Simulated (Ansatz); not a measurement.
Ansatz (a quantum-chemistry and plane-wave program) input:

Ansatz 0.2 input:
```yaml
crystal:
  lattice:
    - [3.9894723555, 0.0, 0.0]
    - [-1.9947361778, 3.4549844076, 0.0]
    - [0.0, 0.0, 4.8655641335]
  atoms:
    - { symbol: Y, position: [0.3333333333, 0.6666666667, 0.75] }
    - { symbol: Y, position: [0.6666666667, 0.3333333333, 0.25] }
    - { symbol: N, position: [0.3333333333, 0.6666666667, 0.25] }
    - { symbol: N, position: [0.6666666667, 0.3333333333, 0.75] }
kpoints:
  mp_grid: { grid: [7, 7, 5] }
  band_path:
    path:
      - [[0.0, 0.0, 0.0], [0.5, 0.0, 0.0], [0.3333333333, 0.3333333333, 0.0], [0.0, 0.0, 0.0], [0.0, 0.0, 0.5], [0.5, 0.0, 0.5], [0.3333333333, 0.3333333333, 0.5], [0.0, 0.0, 0.5]]  # Γ-M-K-Γ-A-L-H-A
      - [[0.5, 0.0, 0.5], [0.5, 0.0, 0.0]]  # L-M
      - [[0.3333333333, 0.3333333333, 0.5], [0.3333333333, 0.3333333333, 0.0]]  # H-K
      - [VBM, CBM]
    npoints: 8
basis: { xc_grid: 2 }
hamiltonian:
  xc: pbesol
  pseudopotentials: { kind: paw }
magnetization: { noncollinear: true, spin_orbit: true }
scf:
  n_extra_bands: 12
  convergence: { dr2_threshold: 0.0000000001 }
  occupations: { method: gaussian, width: 0.01 }
checkpoint: { write: soc.run }
output: { eigenvalues: true }
```

Output (shortened):

```
Pseudopotential: Y, paw_fr, valence charge 11
Pseudopotential: N, paw_fr, valence charge 5
Functional definition: PBEsol
non-collinear run that drives no moment, with spin-orbit …
Crystal: 4 atoms, lattice volume = 67.065 Å³
Basis set: ecut = 420 eV, 1337 PW (Γ), exchange–correlation on 54×54×72 points (8 copies of the dense FFT grid, shifted against one another)
Bands: 44, of which v1, the nominal top of the filled ones, is band 32 counted from 1 (31 counted from 0)
Symmetry: 24 space group operations + 24 with time reversal
k-points: 24 of 245
Projection manifold: j_resolved (fully-relativistic pseudo-atomic orbitals)
SCF iter   1: F=—  HF=-8356.322238 eV  |F-HF|=—  |Δ(HF+E_count)|=         —  Δρ=5.60e-2  dr2=3.74e0  dr2_m=0.00e0 (ungated)  ethr=3.10e-3  |M|=0.00e0 ∫|m|=0.00e0 μB  |m|>n=0.0e0 m-floor=0.0e0 τ_xc=0.0e0  β_m=0.30  ⟨swp⟩=5.4  Hψ=2516  notcnv=0  defer=4
preconditioner: auto → Resta (q_TF=auto, 2.412 Å⁻¹)
spin=Noncollinear: Resta preconditioning applied to the charge; magnetization (m_x, m_y, m_z) channels mix plain (no charge-response kernel on spin).
SCF iter   2: F=—  HF=-8355.670408 eV  |F-HF|=—  |Δ(HF+E_count)|=   6.52e-1  Δρ=3.30e-2  dr2=1.01e0  dr2_m=0.00e0 (ungated)  ethr=3.10e-3  |M|=0.00e0 ∫|m|=0.00e0 μB  |m|>n=0.0e0 m-floor=0.0e0 τ_xc=0.0e0  β_m=0.41  ⟨swp⟩=2.0  Hψ=839  notcnv=0  defer=146
SCF iter   3: F=—  HF=-8355.464834 eV  |F-HF|=—  |Δ(HF+E_count)|=   2.06e-1  Δρ=1.73e-2  dr2=2.62e-1  dr2_m=0.00e0 (ungated)  ethr=3.10e-3  |M|=0.00e0 ∫|m|=0.00e0 μB  |m|>n=0.0e0 m-floor=0.0e0 τ_xc=0.0e0  β_m=0.59  ⟨swp⟩=2.0  Hψ=493  notcnv=0  defer=146
SCF iter   4: F=—  HF=-8355.404807 eV  |F-HF|=—  |Δ(HF+E_count)|=   6.00e-2  Δρ=2.80e-3  dr2=5.02e-3  dr2_m=0.00e0 (ungated)  ethr=8.17e-4  |M|=0.00e0 ∫|m|=0.00e0 μB  |m|>n=0.0e0 m-floor=0.0e0 τ_xc=0.0e0  β_m=0.79  ⟨swp⟩=2.8  Hψ=786  notcnv=0  defer=156
SCF iter   5: F=—  HF=-8355.406124 eV  |F-HF|=—  |Δ(HF+E_count)|=   1.32e-3  Δρ=6.25e-4  dr2=2.95e-4  dr2_m=0.00e0 (ungated)  ethr=1.57e-5  |M|=0.00e0 ∫|m|=0.00e0 μB  |m|>n=0.0e0 m-floor=0.0e0 τ_xc=0.0e0  β_m=0.90  ⟨swp⟩=2.3  Hψ=731  notcnv=0  defer=156
SCF iter   6: F=—  HF=-8355.406171 eV  |F-HF|=—  |Δ(HF+E_count)|=   4.75e-5  Δρ=9.20e-5  dr2=4.80e-6  dr2_m=0.00e0 (ungated)  ethr=9.22e-7  |M|=0.00e0 ∫|m|=0.00e0 μB  |m|>n=0.0e0 m-floor=0.0e0 τ_xc=0.0e0  β_m=0.95  ⟨swp⟩=2.0  Hψ=631  notcnv=0  defer=156
SCF iter   7: F=—  HF=-8355.406178 eV  |F-HF|=—  |Δ(HF+E_count)|=   6.46e-6  Δρ=1.19e-5  dr2=5.52e-8  dr2_m=0.00e0 (ungated)  ethr=1.50e-8  |M|=0.00e0 ∫|m|=0.00e0 μB  |m|>n=0.0e0 m-floor=0.0e0 τ_xc=0.0e0  β_m=0.97  ⟨swp⟩=2.2  Hψ=692  notcnv=0  defer=156
SCF iter   8: F=—  HF=-8355.406178 eV  |F-HF|=—  |Δ(HF+E_count)|=   1.51e-7  Δρ=1.06e-6  dr2=5.39e-10  dr2_m=0.00e0 (ungated)  ethr=1.72e-10  |M|=0.00e0 ∫|m|=0.00e0 μB  |m|>n=0.0e0 m-floor=0.0e0 τ_xc=0.0e0  β_m=0.99  ⟨swp⟩=2.5  Hψ=847  notcnv=0  defer=156
SCF iter   9: F=-8355.406178 eV  HF=-8355.406178 eV  |F-HF|=9.09e-12  |Δ(HF+E_count)|=  8.57e-10  Δρ=1.76e-7  dr2=1.93e-11  dr2_m=0.00e0 (ungated)  ethr=1.00e-12  |M|=0.00e0 ∫|m|=0.00e0 μB  |m|>n=0.0e0 m-floor=0.0e0 τ_xc=0.0e0  ⟨swp⟩=10.5  Hψ=1930  notcnv=0
SCF 1 converged in 9 iterations: F = -8355.406178 eV  dr2 = 1.93e-11
NSCF: frozen V_eff on 28 k-points
NSCF: frozen V_eff on 28 k-points
NSCF: frozen V_eff on 20 k-points
NSCF: frozen V_eff on 6 k-points
NSCF: frozen V_eff on 6 k-points
NSCF: frozen V_eff on 6 k-points
NSCF: frozen V_eff on 6 k-points
NSCF: frozen V_eff on 6 k-points
NSCF: frozen V_eff on 84 k-points
SCF converged after 9 iterations
Magnetization: |M| = 0.0000 μB,  M = (+0.0000, +0.0000, +0.0000) μB
Absolute magnetization: 0.0000 μB (∫|m|)
  site 0: m = (+0.0000, +0.0000, +0.0000) μB, |m| = 0.0000 μB  (R = 0.95 Å)
  site 1: m = (+0.0000, +0.0000, +0.0000) μB, |m| = 0.0000 μB  (R = 0.95 Å)
  site 2: m = (+0.0000, +0.0000, +0.0000) μB, |m| = 0.0000 μB  (R = 0.95 Å)
  site 3: m = (+0.0000, +0.0000, +0.0000) μB, |m| = 0.0000 μB  (R = 0.95 Å)
Free energy (F): -8355.406178 eV
Harris-Foulkes:  -8355.406178 eV  (|F-HF|=9.09e-12)
Internal energy: -8355.406178 eV  (E = F + TS)
E sigma→0 (E₀):  -8355.406178 eV
Fermi energy:    10.255141 eV
--- Per-component energies (eV) ---
  E_band       = -165.121656
  E_kinetic    = 874.336326
  E_local      = -1540.083114  (includes V_loc(G=0)·N_el)
  E_nonlocal   = 193.381002
  E_hartree    = 503.623640
  E_xc         = -466.250943
  E_vxc        = -553.343425  (∫ρ·V_xc dr)
  E_paw        = -5792.340926  (= ΣΔE_a)
  E_vpaw       = -146.659917  (= ΣTr[D̂ρ^β])
  E_aug_tail   = 0.000183  (compensation charges beyond the density's cutoff)
  E_ewald      = -2128.427347
  E_core_change = 0.355002  (= ΣΔE_core)
  E_smearing   =  0.000000  (= −TS)
  E_closure    = 0.000000  (closes the sum)
  Σ components = -8355.406178   (vs F -8355.406178, Δ=0.00e0)
  [band-id]    e_kinetic+e_local+e_nonlocal+2·e_hartree+e_vxc+e_vpaw+e_augmentation_tail = -165.121666   (vs E_band -165.121656, Δ=-9.34e-6)
--- Band table (eV; the first three rows and the last of 24) ---
  k-point 0: bands = ["-30.7389", "-30.7389", "-30.5624", "-30.5624", "-12.0080", "-12.0080", "-11.5355", "-11.5355", "-10.7195", "-10.7195", "-10.4579", "-10.4579", "-10.1404", "-10.1404", "-9.9922", "-9.9922", "-2.7657", "-2.7657", "-2.4676", "-2.4676", …
  k-point 1: bands = ["-30.7221", "-30.7221", "-30.5794", "-30.5794", "-11.9694", "-11.9694", "-11.5846", "-11.5846", "-10.6767", "-10.6767", "-10.4276", "-10.4276", "-10.1708", "-10.1708", "-10.0998", "-10.0998", "-2.5496", "-2.5496", "-2.3236", "-2.3236", …
  k-point 2: bands = ["-30.6781", "-30.6781", "-30.6236", "-30.6236", "-11.8601", "-11.8601", "-11.7115", "-11.7115", "-10.5447", "-10.5447", "-10.3484", "-10.3484", "-10.3311", "-10.3311", "-10.2502", "-10.2502", "-2.1667", "-2.1667", "-2.0899", "-2.0899", …
  k-point 23: bands = ["-30.6368", "-30.6368", "-30.6267", "-30.6267", "-12.0725", "-12.0725", "-11.9219", "-11.9219", "-10.9310", "-10.9310", "-10.4924", "-10.4924", "-10.3532", "-10.3532", "-10.0972", "-10.0972", "-1.4384", "-1.4384", "-1.3511", "-1.3511", …
```

Cost: around 70 core-seconds (rough) on shared cores.

Space group P6_3/mmc. The first step of the workflow began from a Materials Project structure, measured or hypothetical; the Crystallography Open Database copy checked does not list it. COD files the formula under space group No. 225. Its standing as an ambient phase is unchecked. The PBEsol relaxation kept the symmetry of its start; whether a distortion lowers the energy is not shown. No spin polarisation was allowed.

Potentials: the later of the program's two PAW sets.

Ansatz is a plane-wave DFT program.
